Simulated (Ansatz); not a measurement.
**Os, one structure, two calculations**

Cell: a structure deposited in the COD, whose atoms a relaxation with PBE at fixed cell left in place.

```
Os
1.0
     2.73410    0.00000    0.00000
    -1.36705    2.36780    0.00000
     0.00000    0.00000    4.31970
Os
2
Direct
  0.33333 0.66667 0.25000
  0.66667 0.33333 0.75000
```

Atom numbers follow the list; atoms alike are taken as one site, whose name carries the number of the first.

First run. Computed with Ansatz: DFT, PBE, plane waves and PAW, scalar-relativistic, 420 eV cutoff, Γ-centred 14×14×8 k-points, Fermi–Dirac smearing 0.05 eV.

| site | atom | V_zz (10²¹ V/m²) | η |
| --- | --- | --- | --- |
| Os | 1 | -5.64 | 0.00 |

Second run. The same atoms and settings, except that the functional is r2SCAN and the cutoff is 500 eV.

**Question.** What does the second run give?

**Answer.** 

```
site  atom   V_zz     η  change of V_zz
  Os     1  -5.54  0.00           +0.10
```

The largest change of V_zz is on Os, from -5.64 to -5.54.

With no gap above 0.1 eV, as in a metal, the gradients converge slowly in k; expect changes of a tenth or more on a denser mesh. Spin–orbit coupling is left out, which shifts gradients on Os by a few per cent in wide-gap crystals, and can shift them far more where the calculated gap is small or absent, as here.
For the first run: At this cell the PBE pressure is 9 GPa, so with PBE the cell would grow if it were relaxed.
